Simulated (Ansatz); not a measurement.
GaP (NiAs type, P6_3/mmc) at seven volumes, PBEsol (plane waves, PAW; program Ansatz), shape and atoms relaxed at each. One row is withheld.

| V (Å³/atom) | P (GPa) |
|---|---|
| 15.150 | ? |
| 15.650 | 6.87 |
| 16.149 | 3.15 |
| 16.649 | 0.00 |
| 17.148 | -2.66 |
| 17.647 | -4.91 |
| 18.147 | -6.80 |

Fit the shown pressures and predict the withheld one.

Third-order Birch–Murnaghan: P = (3/2)B₀(x^(7/2) − x^(5/2))[1 + (3/4)(B′ − 4)(x − 1)] with x = (V₀/V)^(2/3). Least squares on the six rows gives V₀ = 16.649 Å³/atom, B₀ = 96.29 GPa, B′ = 4.62. At V = 15.150, x = 1.0649 and P = 11.30 GPa. The run itself gave 11.26 GPa.

The cell is a constructed one: a structure type filled with these elements; neither database checked (COD, Materials Project) lists it. It is not the phase usual at ambient conditions (space group No. 216). Symmetry was held in the PBEsol relaxation; whether a distortion lowers the energy is not shown. Spin–orbit coupling is left out wherever it is not named.

Potentials: the earlier of the program's two PAW sets. The files were generated under PBE; for other functionals the program regenerates the frozen cores, and for LDA and PBEsol the local potential too.
